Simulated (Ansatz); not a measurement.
**Question.** Name crystals whose computed values (PBEsol (plane waves, PAW; program Ansatz)) fall in these windows: Θ_D (K) 430 to 610; G_Hill (GPa) 56 to 74; B₀ by P(V) fit (GPa) 75 to 90.

**Answer.** 

```json
[
 {"crystal": "YAl3, Cu3Au type", "Θ_D (K)": "522", "G_Hill (GPa)": "67.3", "B₀ by P(V) fit (GPa)": "81.2"},
 {"crystal": "Sc3InB, anti-perovskite", "Θ_D (K)": "444", "G_Hill (GPa)": "58.2", "B₀ by P(V) fit (GPa)": "82.9"},
 {"crystal": "Si3Ge, P-4m2 (Si on 2g, Si on 1a, Ge on 1c)", "Θ_D (K)": "520", "G_Hill (GPa)": "59.2", "B₀ by P(V) fit (GPa)": "87.3"},
 {"crystal": "SiGe, wurtzite", "Θ_D (K)": "452", "G_Hill (GPa)": "56.9", "B₀ by P(V) fit (GPa)": "80.9"},
 {"crystal": "SiGe, R-3m (Si on 6c, Ge on 6c)", "Θ_D (K)": "451", "G_Hill (GPa)": "56.6", "B₀ by P(V) fit (GPa)": "80.7"}
]
```
Others may fit too.

Typed or built starts, not in the databases checked: Si3Ge, P-4m2 (Si on 2g, Si on 1a, Ge on 1c); SiGe, R-3m (Si on 6c, Ge on 6c). Standing as an ambient phase not checked: YAl3, Cu3Au type; Sc3InB, anti-perovskite; SiGe, wurtzite. All cells were relaxed under the symmetry of their starts (and spin orders); stability against distortions was not tested throughout. Rows with no word on spin ran without spin polarisation. Scalar-relativistic: spin–orbit coupling is off unless named, which matters more the heavier the elements.

Potentials: the later of the program's two PAW sets.
